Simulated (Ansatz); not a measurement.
An element in the fcc structure gives these cold pressures by all-electron LAPW under LDA (Ansatz 0.2.0, scalar-relativistic, no spin polarisation).

```csv
V (Å³/atom),P (GPa)
29.50,0.00
25.96,7.09
23.01,16.56
20.06,31.2
17.11,54.5
14.75,89.1
12.68,142.5
```

Q: Which element is it?

A: Y. Its zero-pressure volume in this structure is near 29.5 Å³/atom; the volume and the steepness of P(V) together point to it, though neighbours can come close. Neighbours weren't tried against these numbers.
